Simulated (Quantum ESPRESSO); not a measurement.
# Mo2Au3TaZrIn: input and log of a self-consistent run

Computed values, not a measurement. The program is pw.x of Quantum ESPRESSO 7.5 (plane-wave density functional theory). The cell is made up: eight metal atoms on a hexagonal close-packed lattice, with elements, volume, strain and displacements drawn at random and not relaxed, so it may be unstable or far from any real phase. PseudoDojo standard norm-conserving files set the functional (PBE unless stated); there is no spin polarisation or spin-orbit coupling, the Fermi-Dirac width of 0.25 eV means electrons at about 2900 K, and the masses in the input are unused placeholders. Heavy elements are run without spin-orbit coupling, which real alloys of them have. A spin test at this wide smearing found no moment, but such smearing suppresses magnetism that the real alloy may have.

Input:

```
&control calculation='scf', pseudo_dir='./dojo.nc.sr.pbe.v0_5.standard.upf', outdir='./o', disk_io='minimal', tprnfor=.true., tstress=.true. /
&system ibrav=0, nat=8, ntyp=5, nbnd=75, ecutwfc=84.00895049, nosym=.true., tot_charge=0,
 occupations='smearing', smearing='fd', degauss=0.0183746611
/
&electrons conv_thr=1.470e-08, electron_maxstep=70, mixing_beta=0.5 /
ATOMIC_SPECIES
Au 1.0 Au.upf
In 1.0 In.upf
Mo 1.0 Mo.upf
Ta 1.0 Ta.upf
Zr 1.0 Zr.upf
CELL_PARAMETERS angstrom
3.0601 0.0 0.0
0.0 5.3003 0.0
0.0 0.0 9.8145
ATOMIC_POSITIONS angstrom
Mo -0.0077 -0.011 0.0375
Au 0.0207 -0.0138 4.8804
Au 0.0029 1.7301 2.4873
Mo 0.0307 1.7612 7.3986
Ta 1.5132 2.6823 -0.0528
Zr 1.5315 2.6106 4.8751
Au 1.4961 4.3898 2.4297
In 1.5193 4.3635 7.3777
K_POINTS automatic
8 5 3 1 1 1
```

The log is shortened where brackets say so; the opening notice, blank lines, dates and the lines on written files are dropped, and the path of the files is cut. It prints rydbergs, bohrs and kilobars, and counts compression as positive stress. Its total energy is the free energy E - TS of the whole cell.

```
     Program PWSCF v.7.5
     Parallel version (MPI & OpenMP), running on       4 processor cores
     Number of MPI processes:                 4
     Threads/MPI process:                     1
     [start-up lines left out]
     bravais-lattice index     =            0
     lattice parameter (alat)  =       5.7828  a.u.
     unit-cell volume          =    1074.2388 (a.u.)^3
     number of atoms/cell      =            8
     number of atomic types    =            5
     number of electrons       =       123.00
     number of Kohn-Sham states=           75
     kinetic-energy cutoff     =      84.0090  Ry
     charge density cutoff     =     336.0358  Ry
     scf convergence threshold =      1.5E-08
     mixing beta               =       0.5000
     number of iterations used =            8  plain     mixing
     Exchange-correlation= PBE
                           (   1   4   3   4   0   0   0)
     [axes and pseudopotential details left out]
   Cartesian axes
     site n.     atom                  positions (alat units)
         1        Mo     tau(   1) = (  -0.0025163  -0.0035947   0.0122545  )
         2        Au     tau(   2) = (   0.0067645  -0.0045097   1.5948498  )
         3        Au     tau(   3) = (   0.0009477   0.5653737   0.8128166  )
         4        Mo     tau(   4) = (   0.0100324   0.5755367   2.4177641  )
         5        Ta     tau(   5) = (   0.4944936   0.8765400  -0.0172543  )
         6        Zr     tau(   6) = (   0.5004738   0.8531094   1.5931179  )
         7        Au     tau(   7) = (   0.4889056   1.4345283   0.7939937  )
         8        In     tau(   8) = (   0.4964870   1.4259338   2.4109343  )
     number of k points=    60  Fermi-Dirac smearing, width (Ry)=  0.0184
                       cart. coord. in units 2pi/alat
        k(    1) = (   0.0625000   0.0577345   0.0519656), wk =   0.0333333
        k(    2) = (   0.0625000   0.0577345  -0.1558969), wk =   0.0333333
     [further k points left out]
     Dense  grid:   111747 G-vectors     FFT dimensions: (  36,  60, 120)
     Estimated max dynamical RAM per process >     454.65 MB
     Estimated total dynamical RAM >       1.70 GB
     Initial potential from superposition of free atoms
     starting charge     122.9896, renormalised to     123.0000
     Starting wfcs are   79 randomized atomic wfcs
     total cpu time spent up to now is        7.3 secs
     per-process dynamical memory:   361.0 Mb
     Self-consistent Calculation
     iteration #  1     ecut=    84.01 Ry     beta= 0.50
     Davidson diagonalization with overlap
     ethr =  1.00E-02,  avg # of iterations =  3.0
     total cpu time spent up to now is       23.9 secs
     total energy              =   -1532.59078582 Ry
     estimated scf accuracy    <       3.50815443 Ry
     iteration #  2     ecut=    84.01 Ry     beta= 0.50
     Davidson diagonalization with overlap
     ethr =  2.85E-03,  avg # of iterations =  4.4
     total cpu time spent up to now is       43.6 secs
     total energy              =   -1530.32897512 Ry
     estimated scf accuracy    <      55.08791582 Ry
     iteration #  3     ecut=    84.01 Ry     beta= 0.50
     Davidson diagonalization with overlap
     ethr =  2.85E-03,  avg # of iterations =  5.2
     total cpu time spent up to now is       63.6 secs
     total energy              =   -1533.55333752 Ry
     estimated scf accuracy    <      16.32582602 Ry
     iteration #  4     ecut=    84.01 Ry     beta= 0.50
     Davidson diagonalization with overlap
     ethr =  2.85E-03,  avg # of iterations =  2.2
     total cpu time spent up to now is       78.4 secs
     total energy              =   -1534.32209373 Ry
     estimated scf accuracy    <       5.22722659 Ry
     iteration #  5     ecut=    84.01 Ry     beta= 0.50
     Davidson diagonalization with overlap
     ethr =  2.85E-03,  avg # of iterations =  1.4
     total cpu time spent up to now is       91.8 secs
     total energy              =   -1534.56255130 Ry
     estimated scf accuracy    <       0.73510841 Ry
     [iterations 6 to 14 left out]
     iteration # 15     ecut=    84.01 Ry     beta= 0.50
     Davidson diagonalization with overlap
     ethr =  5.31E-09,  avg # of iterations =  1.9
     total cpu time spent up to now is      250.0 secs
     total energy              =   -1534.61132723 Ry
     estimated scf accuracy    <       0.00001416 Ry
     iteration # 16     ecut=    84.01 Ry     beta= 0.50
     Davidson diagonalization with overlap
     ethr =  5.31E-09,  avg # of iterations =  1.0
     total cpu time spent up to now is      262.7 secs
     total energy              =   -1534.61132785 Ry
     estimated scf accuracy    <       0.00000010 Ry
     iteration # 17     ecut=    84.01 Ry     beta= 0.50
     Davidson diagonalization with overlap
     ethr =  8.52E-11,  avg # of iterations =  3.7
     total cpu time spent up to now is      279.1 secs
     total energy              =   -1534.61132785 Ry
     estimated scf accuracy    <       0.00000017 Ry
     iteration # 18     ecut=    84.01 Ry     beta= 0.50
     Davidson diagonalization with overlap
     ethr =  8.52E-11,  avg # of iterations =  2.0
     total cpu time spent up to now is      293.3 secs
     total energy              =   -1534.61132786 Ry
     estimated scf accuracy    <       0.00000005 Ry
     iteration # 19     ecut=    84.01 Ry     beta= 0.50
     Davidson diagonalization with overlap
     ethr =  3.89E-11,  avg # of iterations =  2.0
     total cpu time spent up to now is      308.1 secs
     End of self-consistent calculation
     [lines on levels left out]
!    total energy              =   -1534.61132786 Ry
     estimated scf accuracy    <       0.00000001 Ry
     smearing contrib. (-TS)   =      -0.11765461 Ry
     internal energy E=F+TS    =   -1534.49367325 Ry
     The total energy is F=E-TS. E is the sum of the following terms:
     one-electron contribution =    -492.66949498 Ry
     hartree contribution      =     308.00813158 Ry
     xc contribution           =    -286.66747468 Ry
     ewald contribution        =   -1063.16483517 Ry
     convergence has been achieved in  19 iterations
     Forces acting on atoms (cartesian axes, Ry/au):
     atom    1 type  3   force =    -0.00095840    0.00931095   -0.01499232
     atom    2 type  1   force =    -0.00109815   -0.00095887    0.00652315
     atom    3 type  1   force =    -0.00072975    0.00002657   -0.03151602
     atom    4 type  3   force =    -0.00048888   -0.00392317    0.03549272
     atom    5 type  4   force =    -0.00147027   -0.02332764    0.02907061
     atom    6 type  5   force =     0.00135825   -0.01433671   -0.00119979
     atom    7 type  1   force =     0.00184218    0.00380262   -0.02552256
     atom    8 type  2   force =     0.00154503    0.02940625    0.00214421
     Total force =     0.075944     Total SCF correction =     0.000417
     Computing stress (Cartesian axis) and pressure
          total   stress  (Ry/bohr**3)                   (kbar)     P=     -101.50
  -0.00073053  -0.00000312  -0.00000603         -107.46       -0.46       -0.89
  -0.00000312  -0.00075046   0.00003126           -0.46     -110.40        4.60
  -0.00000603   0.00003126  -0.00058902           -0.89        4.60      -86.65
     init_run     :      6.74s CPU      7.03s WALL (       1 calls)
     electrons    :    293.46s CPU    300.87s WALL (       1 calls)
     forces       :      2.63s CPU      2.66s WALL (       1 calls)
     stress       :      9.11s CPU      9.32s WALL (       1 calls)
     [timing details left out]
     PWSCF        :   5m12.16s CPU   5m20.20s WALL
     JOB DONE.
```

In other units: free energy -20879.451 eV for the cell, pressure -10.15 GPa, largest force component 0.913 eV/Å in size. The run took 322 s of wall time with four MPI processes on a shared machine (Intel Xeon, 2023 or later, virtual cores), so the time is rough. A rerun of this cell at a higher cutoff and on a denser mesh moved values by no more than 0.002 eV in energy, 0.04 GPa in stress and 0.007 eV/Å in force, and a second program with other atomic files agreed on that cell to 2 % rms in force and 0.5 GPa in pressure.